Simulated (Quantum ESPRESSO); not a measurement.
# CuAg4TaW2: finding a planted mistake in a log

Computed values, not a measurement. The program is pw.x of Quantum ESPRESSO 7.5 (plane-wave density functional theory). The cell is made up: eight metal atoms on a hexagonal close-packed lattice, with elements, volume, strain and displacements drawn at random and not relaxed, so it may be unstable or far from any real phase. PseudoDojo standard norm-conserving files set the functional (PBE unless stated); there is no spin polarisation or spin-orbit coupling, the Fermi-Dirac width of 0.25 eV means electrons at about 2900 K, and the masses in the input are unused placeholders. The copper pseudopotential is less sure than most, with forces differing by about three percent and pressure by about two GPa from a second method on plain copper. Heavy elements are run without spin-orbit coupling, which real alloys of them have. A spin test at this wide smearing found no moment, but such smearing suppresses magnetism that the real alloy may have.

Intended input:

```
&control calculation='scf', pseudo_dir='./dojo.nc.sr.pbe.v0_5.standard.upf', outdir='./o', disk_io='minimal', tprnfor=.true., tstress=.true. /
&system ibrav=0, nat=8, ntyp=4, nbnd=80, ecutwfc=92.02030273, nosym=.true., tot_charge=0,
 occupations='smearing', smearing='fd', degauss=0.0183746611
/
&electrons conv_thr=1.470e-08, electron_maxstep=70, mixing_beta=0.5 /
ATOMIC_SPECIES
Ag 1.0 Ag.upf
Cu 1.0 Cu.upf
Ta 1.0 Ta.upf
W 1.0 W.upf
CELL_PARAMETERS angstrom
2.8474 -0.0397 0.0176
-0.0687 4.9977 -0.0572
0.0575 -0.1079 9.3128
ATOMIC_POSITIONS angstrom
Cu 0.1144 -0.026 0.0521
Ag 0.032 -0.0814 4.6736
Ta 0.015 1.7052 2.4103
Ag -0.0154 1.5535 6.95
W 1.3312 2.4731 -0.0181
Ag 1.4515 2.5513 4.5392
Ag 1.4363 4.0797 2.1795
W 1.3464 3.9853 7.0183
K_POINTS automatic
8 5 3 1 1 1
```

The log is shortened where brackets say so; the opening notice, blank lines, dates and the lines on written files are dropped, and the path of the files is cut. It prints rydbergs, bohrs and kilobars, and counts compression as positive stress. Its total energy is the free energy E - TS of the whole cell.

Log of the intended run:

```
     Program PWSCF v.7.5
     Parallel version (MPI & OpenMP), running on       4 processor cores
     Number of MPI processes:                 4
     Threads/MPI process:                     1
     [start-up lines left out]
     bravais-lattice index     =            0
     lattice parameter (alat)  =       5.3814  a.u.
     unit-cell volume          =     894.0030 (a.u.)^3
     number of atoms/cell      =            8
     number of atomic types    =            4
     number of electrons       =       136.00
     number of Kohn-Sham states=           80
     kinetic-energy cutoff     =      92.0203  Ry
     charge density cutoff     =     368.0812  Ry
     scf convergence threshold =      1.5E-08
     mixing beta               =       0.5000
     number of iterations used =            8  plain     mixing
     Exchange-correlation= PBE
                           (   1   4   3   4   0   0   0)
     [axes and pseudopotential details left out]
   Cartesian axes
     site n.     atom                  positions (alat units)
         1        Cu     tau(   1) = (   0.0401723  -0.0091301   0.0182953  )
         2        Ag     tau(   2) = (   0.0112370  -0.0285842   1.6411662  )
         3        Ta     tau(   3) = (   0.0052674   0.5987925   0.8463931  )
         4        Ag     tau(   4) = (  -0.0054078   0.5455220   2.4405394  )
         5        W      tau(   5) = (   0.4674599   0.8684457  -0.0063559  )
         6        Ag     tau(   6) = (   0.5097040   0.8959062   1.5939707  )
         7        Ag     tau(   7) = (   0.5043664   1.4326142   0.7653461  )
         8        W      tau(   8) = (   0.4727974   1.3994650   2.4645234  )
     number of k points=    60  Fermi-Dirac smearing, width (Ry)=  0.0184
                       cart. coord. in units 2pi/alat
        k(    1) = (   0.0630052   0.0584335   0.0512525), wk =   0.0333333
        k(    2) = (   0.0642332   0.0561168  -0.1526398), wk =   0.0333333
     [further k points left out]
     Dense  grid:   106661 G-vectors     FFT dimensions: (  36,  60, 108)
     Estimated max dynamical RAM per process >     449.48 MB
     Estimated total dynamical RAM >       1.68 GB
     Initial potential from superposition of free atoms
     starting charge     135.9959, renormalised to     136.0000
     Starting wfcs are   80 randomized atomic wfcs
     total cpu time spent up to now is       11.2 secs
     per-process dynamical memory:   360.0 Mb
     Self-consistent Calculation
     iteration #  1     ecut=    92.02 Ry     beta= 0.50
     Davidson diagonalization with overlap
     ethr =  1.00E-02,  avg # of iterations =  5.5
     total cpu time spent up to now is       43.5 secs
     total energy              =   -2048.98447711 Ry
     estimated scf accuracy    <       6.04118505 Ry
     iteration #  2     ecut=    92.02 Ry     beta= 0.50
     Davidson diagonalization with overlap
     ethr =  4.44E-03,  avg # of iterations =  3.0
     total cpu time spent up to now is       74.5 secs
     total energy              =   -2051.63197555 Ry
     estimated scf accuracy    <      14.70595090 Ry
     [iterations 3 to 17 left out]
     iteration # 18     ecut=    92.02 Ry     beta= 0.50
     Davidson diagonalization with overlap
     ethr =  1.57E-11,  avg # of iterations =  2.0
     total cpu time spent up to now is      508.5 secs
     total energy              =   -2052.68690692 Ry
     estimated scf accuracy    <       0.00000003 Ry
     iteration # 19     ecut=    92.02 Ry     beta= 0.50
     Davidson diagonalization with overlap
     ethr =  1.57E-11,  avg # of iterations =  1.1
     total cpu time spent up to now is      543.0 secs
     End of self-consistent calculation
     [lines on levels left out]
!    total energy              =   -2052.68690692 Ry
     estimated scf accuracy    <          2.5E-09 Ry
     smearing contrib. (-TS)   =      -0.09065141 Ry
     internal energy E=F+TS    =   -2052.59625551 Ry
     The total energy is F=E-TS. E is the sum of the following terms:
     one-electron contribution =    -810.96189210 Ry
     hartree contribution      =     481.30793079 Ry
     xc contribution           =    -327.47274681 Ry
     ewald contribution        =   -1395.46954740 Ry
     convergence has been achieved in  19 iterations
     Forces acting on atoms (cartesian axes, Ry/au):
     atom    1 type  2   force =    -0.01148635    0.00366740   -0.01901542
     atom    2 type  1   force =     0.00671724    0.02062413    0.00016606
     atom    3 type  3   force =     0.00282791   -0.03948390   -0.09650390
     atom    4 type  1   force =    -0.00311049   -0.01824691    0.00298490
     atom    5 type  4   force =     0.00853112   -0.00452148   -0.02598003
     atom    6 type  1   force =    -0.00594416   -0.02175626    0.06064297
     atom    7 type  1   force =    -0.00064397    0.05401081    0.00212619
     atom    8 type  4   force =     0.00310871    0.00570622    0.07557922
     Total force =     0.160748     Total SCF correction =     0.000295
     Computing stress (Cartesian axis) and pressure
          total   stress  (Ry/bohr**3)                   (kbar)     P=       14.42
  -0.00026560   0.00011316  -0.00000722          -39.07       16.65       -1.06
   0.00011316   0.00033906   0.00031336           16.65       49.88       46.10
  -0.00000722   0.00031336   0.00022058           -1.06       46.10       32.45
     init_run     :     10.48s CPU     10.88s WALL (       1 calls)
     electrons    :    519.90s CPU    531.86s WALL (       1 calls)
     forces       :      4.67s CPU      4.72s WALL (       1 calls)
     stress       :     18.02s CPU     18.43s WALL (       1 calls)
     [timing details left out]
     PWSCF        :   9m13.39s CPU   9m26.35s WALL
     JOB DONE.
```

A second run was made from an input with one planted mistake. Its log:

```
     Program PWSCF v.7.5
     Parallel version (MPI & OpenMP), running on       4 processor cores
     Number of MPI processes:                 4
     Threads/MPI process:                     1
     [start-up lines left out]
     bravais-lattice index     =            0
     lattice parameter (alat)  =       5.3814  a.u.
     unit-cell volume          =     894.0030 (a.u.)^3
     number of atoms/cell      =            8
     number of atomic types    =            4
     number of electrons       =       136.00
     number of Kohn-Sham states=           80
     kinetic-energy cutoff     =      92.0203  Ry
     charge density cutoff     =     368.0812  Ry
     scf convergence threshold =      1.5E-08
     mixing beta               =       0.5000
     number of iterations used =            8  plain     mixing
     Exchange-correlation= PBE
                           (   1   4   3   4   0   0   0)
     [axes and pseudopotential details left out]
   Cartesian axes
     site n.     atom                  positions (alat units)
         1        Cu     tau(   1) = (   0.0401723  -0.0091301   0.0182953  )
         2        W      tau(   2) = (   0.0112370  -0.0285842   1.6411662  )
         3        Ta     tau(   3) = (   0.0052674   0.5987925   0.8463931  )
         4        Ag     tau(   4) = (  -0.0054078   0.5455220   2.4405394  )
         5        Ag     tau(   5) = (   0.4674599   0.8684457  -0.0063559  )
         6        Ag     tau(   6) = (   0.5097040   0.8959062   1.5939707  )
         7        Ag     tau(   7) = (   0.5043664   1.4326142   0.7653461  )
         8        W      tau(   8) = (   0.4727974   1.3994650   2.4645234  )
     number of k points=    60  Fermi-Dirac smearing, width (Ry)=  0.0184
                       cart. coord. in units 2pi/alat
        k(    1) = (   0.0630052   0.0584335   0.0512525), wk =   0.0333333
        k(    2) = (   0.0642332   0.0561168  -0.1526398), wk =   0.0333333
     [further k points left out]
     Dense  grid:   106661 G-vectors     FFT dimensions: (  36,  60, 108)
     Estimated max dynamical RAM per process >     449.48 MB
     Estimated total dynamical RAM >       1.68 GB
     Initial potential from superposition of free atoms
     starting charge     135.9959, renormalised to     136.0000
     Starting wfcs are   80 randomized atomic wfcs
     total cpu time spent up to now is       13.6 secs
     per-process dynamical memory:   352.0 Mb
     Self-consistent Calculation
     iteration #  1     ecut=    92.02 Ry     beta= 0.50
     Davidson diagonalization with overlap
     ethr =  1.00E-02,  avg # of iterations =  5.5
     total cpu time spent up to now is       50.3 secs
     total energy              =   -2047.22067276 Ry
     estimated scf accuracy    <       8.35874670 Ry
     iteration #  2     ecut=    92.02 Ry     beta= 0.50
     Davidson diagonalization with overlap
     ethr =  6.15E-03,  avg # of iterations =  3.3
     total cpu time spent up to now is       87.2 secs
     total energy              =   -2045.31267939 Ry
     estimated scf accuracy    <      95.35750731 Ry
     [iterations 3 to 17 left out]
     iteration # 18     ecut=    92.02 Ry     beta= 0.50
     Davidson diagonalization with overlap
     ethr =  2.96E-10,  avg # of iterations =  1.1
     total cpu time spent up to now is      642.6 secs
     total energy              =   -2052.66138937 Ry
     estimated scf accuracy    <       0.00000003 Ry
     iteration # 19     ecut=    92.02 Ry     beta= 0.50
     Davidson diagonalization with overlap
     ethr =  2.08E-11,  avg # of iterations =  2.0
     total cpu time spent up to now is      684.3 secs
     End of self-consistent calculation
     [lines on levels left out]
!    total energy              =   -2052.66138937 Ry
     estimated scf accuracy    <          1.6E-09 Ry
     smearing contrib. (-TS)   =      -0.09233022 Ry
     internal energy E=F+TS    =   -2052.56905915 Ry
     The total energy is F=E-TS. E is the sum of the following terms:
     one-electron contribution =    -819.06914807 Ry
     hartree contribution      =     485.40244950 Ry
     xc contribution           =    -327.48010622 Ry
     ewald contribution        =   -1391.42225437 Ry
     convergence has been achieved in  19 iterations
     Forces acting on atoms (cartesian axes, Ry/au):
     atom    1 type  2   force =    -0.00976645    0.00426546   -0.01658648
     atom    2 type  4   force =     0.01215245    0.03080243    0.00775102
     atom    3 type  3   force =    -0.00587699   -0.07023325   -0.02312597
     atom    4 type  1   force =    -0.00319221   -0.00861594    0.00593144
     atom    5 type  1   force =     0.01066855   -0.02078698   -0.00214962
     atom    6 type  1   force =    -0.00883261   -0.03949978    0.05188146
     atom    7 type  1   force =    -0.00089308    0.04699087    0.00171250
     atom    8 type  4   force =     0.00574032    0.05707719   -0.02541435
     Total force =     0.134892     Total SCF correction =     0.000181
     Computing stress (Cartesian axis) and pressure
          total   stress  (Ry/bohr**3)                   (kbar)     P=       17.33
  -0.00033332   0.00013004  -0.00004850          -49.03       19.13       -7.14
   0.00013004   0.00046467   0.00027358           19.13       68.36       40.25
  -0.00004850   0.00027358   0.00022201           -7.14       40.25       32.66
     init_run     :     12.26s CPU     12.73s WALL (       1 calls)
     electrons    :    655.71s CPU    670.65s WALL (       1 calls)
     forces       :      7.49s CPU      7.66s WALL (       1 calls)
     stress       :     25.08s CPU     25.77s WALL (       1 calls)
     [timing details left out]
     PWSCF        :  11m41.58s CPU  11m57.91s WALL
     JOB DONE.
```

Question: the log repeats what the program read. Compare it with the intended run: what was wrong in the second input?

Answer: two atoms have their elements exchanged. The input lines that differ:

```
- Ag 0.032 -0.0814 4.6736
+ W 0.032 -0.0814 4.6736
- W 1.3312 2.4731 -0.0181
+ Ag 1.3312 2.4731 -0.0181
```

|  | intended run | run with the mistake |
| --- | --- | --- |
| free energy (eV) | -27928.228 | -27927.881 |
| entropy term -TS, part of it (eV) | -1.233 | -1.256 |
| pressure (GPa) | 1.44 | 1.73 |
| size of the largest force component (eV/Å) | 2.481 | 1.806 |
| largest change of a force component (eV/Å) |  | 2.597 |
| iterations | 19 | 19 |

For scale, a rerun of the intended cell at a higher cutoff and on a denser mesh moved values by no more than 0.004 eV in energy, 0.06 GPa in stress and 0.005 eV/Å in force, and a second program with other atomic files agreed on that cell to 2 % rms in force and 0.5 GPa in pressure.